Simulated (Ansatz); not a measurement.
Input:

O:
```cif
data_O
_chemical_formula_sum 'O1'
_space_group_name_H-M_alt 'P 1'
_space_group_IT_number 1
_cell_length_a 1.99612
_cell_length_b 1.99612
_cell_length_c 1.99612
_cell_angle_alpha 90.000
_cell_angle_beta 90.000
_cell_angle_gamma 90.000
loop_
_space_group_symop_operation_xyz
  'x, y, z'
loop_
_atom_site_label
_atom_site_type_symbol
_atom_site_fract_x
_atom_site_fract_y
_atom_site_fract_z
_atom_site_occupancy
O1 O 0.00000 0.00000 0.00000 1
```

This is the PBE-relaxed structure.

All from PBE (plane waves, PAW; program Ansatz), unless another level is named. Give the electronic character.

metallic (no gap).

Give the density of states at the Fermi level.

0.58 states/eV per atom (mean over ±0.08 eV).

Space group Pm-3m (simple cubic). The cell is a constructed one: a structure type filled with these elements; neither database checked (COD, Materials Project) lists it. It is not the usual solid phase (space group No. 12). Symmetry was held in the PBE relaxation; its stability against distortions is not shown here. The workflow began spin-polarised and lost its moments. The substance is a gas or liquid at ambient conditions.

Potentials: the later of the program's two PAW sets.
